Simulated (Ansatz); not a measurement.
Mg2Ge:
```
Mg2Ge
1.0
    0.00000     3.21048     3.21048
    3.21048     0.00000     3.21048
    3.21048     3.21048     0.00000
Ge Mg
1 2
Direct
  0.00000   0.00000   0.00000
  0.25000   0.25000   0.25000
  0.75000   0.75000   0.75000
```

Relaxed with PBE.

Q: Map the electron localisation function on the plane through (0.000, 0.000, 0.000) spanned by u = [1, 0, 0] and v = [-1, 1, 1] in lattice vectors, from the program Ansatz at the PBE level (PAW).

A: x is the fraction of u, y of v (the angle between them is 90°; rows are the nearest grid lines); atoms in the plane: Ge at (0.00, 0.00), Mg at (0.50, 0.25), Mg at (0.50, 0.75).
```
y \ x   0.000  0.0870  0.174  0.261  0.348  0.435  0.565  0.652  0.739  0.826  0.913   1.00
------  -----  ------  -----  -----  -----  -----  -----  -----  -----  -----  -----  -----
1.00    0.657   0.052  0.386  0.632  0.655  0.442  0.442  0.655  0.632  0.386  0.052  0.657
0.938   0.045   0.177  0.441  0.688  0.617  0.268  0.268  0.617  0.688  0.441  0.177  0.045
0.844   0.468   0.532  0.696  0.567  0.060  0.263  0.263  0.060  0.567  0.696  0.532  0.468
0.781   0.630   0.641  0.626  0.174  0.179  0.384  0.384  0.179  0.174  0.626  0.641  0.630
0.688   0.287   0.281  0.245  0.071  0.101  0.436  0.436  0.101  0.071  0.245  0.281  0.287
0.625   0.086   0.093  0.112  0.110  0.037  0.057  0.057  0.037  0.110  0.112  0.093  0.086
0.531   0.020   0.029  0.065  0.145  0.248  0.311  0.311  0.248  0.145  0.065  0.029  0.020
0.469   0.020   0.029  0.065  0.145  0.248  0.311  0.311  0.248  0.145  0.065  0.029  0.020
0.375   0.086   0.093  0.112  0.110  0.037  0.057  0.057  0.037  0.110  0.112  0.093  0.086
0.312   0.287   0.281  0.245  0.071  0.101  0.436  0.436  0.101  0.071  0.245  0.281  0.287
0.219   0.630   0.641  0.626  0.174  0.179  0.384  0.384  0.179  0.174  0.626  0.641  0.630
0.156   0.468   0.532  0.696  0.567  0.060  0.263  0.263  0.060  0.567  0.696  0.532  0.468
0.0625  0.045   0.177  0.441  0.688  0.617  0.268  0.268  0.617  0.688  0.441  0.177  0.045
0.000   0.657   0.052  0.386  0.632  0.655  0.442  0.442  0.655  0.632  0.386  0.052  0.657
```

The density is the valence pseudo-density with augmentation charge, so density and ELF within about 1 Å of a nucleus are not all-electron values.

Space group Fm-3m (anti-fluorite). The PBE relaxation kept the symmetry of its start; of distortions, only those at the zone centre were tested.

Potentials: the later of the program's two PAW sets.
